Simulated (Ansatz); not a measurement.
Sheets of one type (M2XT2 MXene (fcc sites)-type), DFT-PBE in the program Ansatz with PAW potentials; HSE06 gaps on those cells.

| layer | a (Å) | thickness (Å) |
|---|---|---|
| Y2CF2 | 3.574 | 5.09 |
| Hf2CF2 | ___ | ___ |
| V2CF2 | 2.986 | 4.60 |
| Zr2CF2 | 3.303 | 5.13 |
| Hf2F2N | 3.266 | 4.97 |
| Ta2CF2 | 3.207 | 4.98 |
| Cr2CF2 | 3.039 | 4.42 |

Complete the blanks.


- Hf2CF2, a (Å): 3.275
- Hf2CF2, thickness (Å): 5.10

Spin orders computed, not proven ground states: Cr2CF2, M2XT2 MXene (fcc sites)-type layer antiferromagnetic. Began spin-polarised and lost the moments: V2CF2, M2XT2 MXene (fcc sites)-type layer; Hf2F2N, M2XT2 MXene (fcc sites)-type layer. All cells were relaxed under the symmetry of their starts (and spin orders); stability against distortions was not tested throughout. Rows with no word on spin ran without spin polarisation. No Hubbard U is applied. Spin–orbit coupling is left out wherever it is not named. Constructed layers (a layer type filled with these elements): Y2CF2, M2XT2 MXene (fcc sites)-type layer; Hf2CF2, M2XT2 MXene (fcc sites)-type layer; V2CF2, M2XT2 MXene (fcc sites)-type layer; Zr2CF2, M2XT2 MXene (fcc sites)-type layer; Hf2F2N, M2XT2 MXene (fcc sites)-type layer; Ta2CF2, M2XT2 MXene (fcc sites)-type layer; Cr2CF2, M2XT2 MXene (fcc sites)-type layer.

Potentials: the later of the program's two PAW sets.
